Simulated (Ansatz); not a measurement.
## ZrCd: levels along high-symmetry lines

```xyz
4
Lattice="3.1028 0.0000 0.0000 0.0000 3.1028 0.0000 0.0000 0.0000 9.0733" Properties=species:S:1:pos:R:3 pbc="T T T"
Zr    0.0000    1.5514    7.9259
Zr    1.5514    0.0000    1.1474
Cd    0.0000    1.5514    3.4584
Cd    1.5514    0.0000    5.6149
```

Atom numbers follow the list: Zr1, Zr2, Cd3, Cd4.

Structure from Materials Project entry mp-1017540 (possibly hypothetical), not relaxed further.

Computed with Ansatz 0.2.0, DFT, PBEsol, all-electron LAPW, scalar-relativistic.

The runs use a Γ-centred 12×12×4 k mesh, Fermi–Dirac smearing of 0.05 eV, basis error target 1 meV/atom, no spin polarisation.

Points in fractions of the reciprocal vectors of this cell: Γ (0, 0, 0), X (0, 0.5, 0), M (0.5, 0.5, 0), Z (0, 0, 0.5), R (0, 0.5, 0.5), A (0.5, 0.5, 0.5). The path joins them by straight lines in the order Γ–X–M–Γ–Z–R–A–Z–X; legs that retrace an earlier one aren't tabulated. Energies are in eV from the Fermi level.

Q: Metal or insulator at this level of theory?

A: No gap opens: metallic or semimetallic.

Q: Tabulate bands 39 to 45, counted from the lowest band of the run, along the path.

A: 
```tsv
k (1/Å)	point	band 39	band 40	band 41	band 42	band 43	band 44	band 45
0.00	Γ	-4.28	-2.00	-1.67	-0.28	0.75	1.90	1.94
0.25		-3.91	-1.78	-1.41	-0.13	0.63	1.60	1.72
0.51		-3.00	-1.35	-0.72	-0.45	0.66	0.82	2.12
0.76		-2.26	-1.21	-0.85	-0.74	-0.10	0.66	1.94
1.01	X	-2.60	-2.60	-0.60	-0.60	0.32	0.32	1.79
1.27		-2.26	-2.26	-0.55	-0.55	0.22	0.22	1.37
1.52		-1.47	-1.47	-1.11	-1.11	0.57	0.57	1.55
1.77		-1.72	-1.72	-0.04	-0.04	0.46	0.46	2.70
2.02	M	-1.73	-1.73	0.86	0.86	0.87	0.87	2.28
2.38		-1.82	-1.27	-0.82	-0.62	1.09	1.11	2.69
2.74		-2.09	-0.79	-0.45	-0.43	0.58	1.05	1.88
3.10		-3.56	-1.51	-1.21	0.14	0.35	1.33	1.81
3.46	Γ	-4.28	-2.00	-1.67	-0.28	0.75	1.90	1.94
3.54		-4.06	-2.00	-1.67	-0.28	0.62	1.90	1.95
3.63		-3.64	-2.01	-1.67	-0.28	0.30	1.90	1.97
3.72		-3.26	-2.02	-1.67	-0.28	-0.02	1.90	1.98
3.80	Z	-3.10	-2.02	-1.67	-0.28	-0.17	1.90	1.99
4.06		-2.79	-1.93	-1.42	-0.16	-0.05	1.56	1.97
4.31		-2.15	-1.93	-0.74	-0.30	0.58	0.90	2.12
4.56		-2.32	-1.75	-0.53	-0.41	-0.24	0.66	1.94
4.82	R	-1.78	-1.78	-1.45	-1.45	0.22	0.22	1.79
5.07		-1.70	-1.70	-1.21	-1.21	0.21	0.21	1.71
5.32		-1.79	-1.79	-1.06	-1.06	0.91	0.91	1.93
5.57		-1.50	-1.50	-1.12	-1.12	2.13	2.13	2.37
5.83	A	-1.34	-1.34	-0.64	-0.64	1.82	1.82	2.99
6.19		-1.88	-1.41	-1.02	-0.04	1.18	1.79	2.22
6.54		-1.50	-1.24	-0.42	0.35	0.77	0.82	1.12
6.90		-2.45	-1.81	-1.20	-0.06	0.13	1.40	1.44
7.26	Z	-3.10	-2.02	-1.67	-0.28	-0.17	1.90	1.99
7.53		-2.96	-1.89	-1.42	-0.15	0.04	1.56	1.94
7.79		-2.65	-1.54	-0.73	-0.37	0.62	0.86	2.12
8.06		-2.28	-1.23	-0.98	-0.57	-0.10	0.67	1.94
8.33	X	-2.60	-2.60	-0.60	-0.60	0.32	0.32	1.79
```
